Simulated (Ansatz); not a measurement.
## Relaxing YTe

Computed with DFT PBEsol, scalar-relativistic, plane waves, PAW in Ansatz. (420 eV cutoff, 12×12×10 k-mesh, Gaussian smearing of 0.10 eV, collinear spin)

What was changed: relaxed at -1 GPa.

Spin-orbit coupling is left out, which matters for the bands and energies of heavy elements.

Input:

```yaml
crystal:
  lattice:
    - [4.0607732267, 0.0, 0.0]
    - [-2.0303866133, 3.5167327733, 0.0]
    - [0.0, 0.0, 4.0102766123]
  atoms:
    - { symbol: "Y", position: [0.3333333333, 0.6666666667, 0.0], spin: 0.28 }
    - { symbol: Te, position: [0.6666666667, 0.3333333333, 0.5] }
basis:
  ecutwfc: 420
kpoints:
  mp_grid: { grid: [12, 12, 10] }
hamiltonian:
  xc: pbesol
scf:
  occupations: { method: gaussian, width: 0.1 }
output:
  forces: true
  stress: true
  eigenvalues: true
  populations: true
magnetization:
  spin_polarized: true
relax:
  adjacent_minimum: "off"
  f_tol: 0.008
  max_steps: 50
  cell: { stress_tol: 0.08, p_target: -1.0 }
```

F is the free energy. Steps run on the plane waves of an earlier cell, but the last one, and at times one on the way, on a freshly chosen basis, so a repeated geometry can differ a little in energy. The relaxation lowers the enthalpy F + PV at the target pressure, so F itself can rise.

Steps:

| step | F − F(1) (eV) | largest force component (eV/Å) | V (Å³/atom) | P (GPa) |
| --- | --- | --- | --- | --- |
| 1 | 0.0000 | 0.000 | 28.635 | -0.65 |
| 2 | 0.0037 | 0.000 | 28.942 | -1.26 |
| 3 | 0.0018 | 0.000 | 28.813 | -1.00 |
| 4 | 0.0018 | 0.000 | 28.813 | -1.00 |

Relaxed structure:

```xyz
2
Lattice="4.0740 0.0000 0.0000 -2.0370 3.5282 0.0000 0.0000 0.0000 4.0091" Properties=species:S:1:pos:R:3 pbc="T T T"
Y     0.0000    2.3521    0.0000
Te    2.0370    1.1761    2.0046
```

It takes space group P-6m2 (No. 187, hexagonal). The conventional cell has a = 4.074 Å, b = 4.074 Å, c = 4.009 Å, α = 90.00°, β = 90.00°, γ = 120.00°. Y (site symmetry -6m2) is surrounded by 6 Te at 3.09 Å. Around Te (site symmetry -6m2) lie 6 Y at 3.09 Å.

The run converged. The run took roughly 120 core-seconds.